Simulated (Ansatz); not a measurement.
## O: enthalpy under pressure, worked through

Computed with Ansatz 0.2.0, DFT r2SCAN, scalar-relativistic, plane waves, PAW. (500 eV cutoff, 12×12×12 k-mesh, Gaussian smearing of 0.02 eV, collinear spin)

Starting point, cell and atoms relaxed:

```xyz
2
Lattice="1.7135 0.9893 3.8228 -1.7135 0.9893 3.8228 0.0000 -1.9786 3.8228" Properties=species:S:1:pos:R:3 pbc="T T T"
O     0.0000    0.0000    0.6033
O     0.0000    0.0000   10.8652
```

Cell and atoms were relaxed at each target pressure within the start's symmetry (R-3m), at zero temperature; other phases can be more stable under pressure. H = E + PV with P the target; E is the free energy at the smearing used, whose derivative the pressure is, per atom and counted from zero pressure.

With moments and this functional the run may sit in a state above the lowest one.

| P (GPa) | V (Å³/atom) | E − E0 (meV) | H − H0 (meV) |
| --- | --- | --- | --- |
| 0 | 19.441 | 0.0 | 0.0 |
| 3 | 13.850 | 32.7 | 292.1 |
| 8 | 11.762 | 99.4 | 686.7 |
| 15 | 10.430 | 191.9 | 1168.4 |

Question: Thermodynamics gives dH/dP = V along a relaxed path. Integrate V over P by the trapezoid rule and compare with the computed enthalpies.

Answer: With 1 eV/Å³ = 160.22 GPa, each step adds the mean volume times ΔP / 160.22:
| P (GPa) | ∫V dP (meV) | H − H0 (meV) | difference (meV) |
| --- | --- | --- | --- |
| 3 | 311.7 | 292.1 | 19.6 |
| 8 | 711.3 | 686.7 | 24.7 |
| 15 | 1196.1 | 1168.4 | 27.8 |

V(P) curves upward, so the trapezoid rule runs high; integrating a smooth curve through the same points (P as a polynomial of degree 3 in ln V) puts that excess at about 20.6 meV at 15 GPa, against the 27.8 meV found. What is left comes from the shape of V(P) between points this far apart, and from the mesh, the smearing and the stress tolerance.

Question: At 15 GPa, how much of the enthalpy change is stored energy and how much is the PV term?

Answer: E rises by 192 meV/atom and PV is 15 × 10.430 / 160.22 = 977 meV/atom, so PV makes 84 % of ΔH. So between rival structures at high pressure a small difference in volume can outweigh the difference in energy: 1 % of this volume is worth 9.8 meV/atom at this pressure.

Question: What bulk modulus do the lowest pressures give?

Answer: From the pressures that the runs reached, 0.01 GPa (19.441 Å³) and 3.00 GPa (13.850 Å³), B = −ΔP/Δln V = 2.99 / 0.3391 = 9 GPa, a mean over that range. Where layers or molecules are held by dispersion forces, this functional describes the zero-pressure volume and B poorly.

Question: The gap is 2.463 eV at 0.01 GPa and 1.616 eV at 3.00 GPa. What pressure coefficient and volume deformation potential follow?

Answer: dE_g/dP = -282.9 meV/GPa, and a_V = dE_g/d ln V = −B dE_g/dP = 2.50 eV. A gap that closes or barely moves under pressure is usual where the conduction edge lies away from the zone centre, has d character, or where the bands broaden faster than they shift. If the edges move to other points of the zone within the range, this is a mean of two slopes. Gaps are generalised Kohn–Sham gaps over the whole zone.

1 further run of this set didn't finish or converge.